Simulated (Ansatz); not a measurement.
Ga2O3:
```xyz
10
Lattice="6.1394 1.5237 0.0000 -6.1394 1.5237 0.0000 -1.3769 0.0000 5.6442" Properties=species:S:1:pos:R:3 pbc="T T T"
Ga    -2.8932     1.5237     3.8693
Ga     1.5163     1.5237     1.7748
Ga     4.7469     1.5237     1.1554
Ga    -6.1238     1.5237     4.4887
O     -0.9785     1.5237     4.1996
O     -0.3984     1.5237     1.4446
O      3.4104     1.5237     2.4679
O     -4.7873     1.5237     3.1763
O     -4.2610     1.5237     0.6178
O      2.8841     1.5237     5.0264
```

Plane-wave PAW PBEsol (Ansatz code) gives a gap of 2.22 eV without spin–orbit coupling, maximum on the M2–D line, 20 % of the way from M2, minimum at Γ.

What happens when spin–orbit coupling is switched on?

The gap stays essentially unchanged, to 2.22 eV; maximum on the M2–D line, 20 % of the way from M2, minimum at Γ.

Give the electron effective mass with spin–orbit coupling.

0.22, 0.23, 0.24 mₑ (principal values).

Give the hole effective mass with spin–orbit coupling.

3.1, 3.4, 4.4 mₑ (principal values).

Space group C2/m. The PBEsol relaxation kept the symmetry of its start.

Potentials: the earlier of the program's two PAW sets.
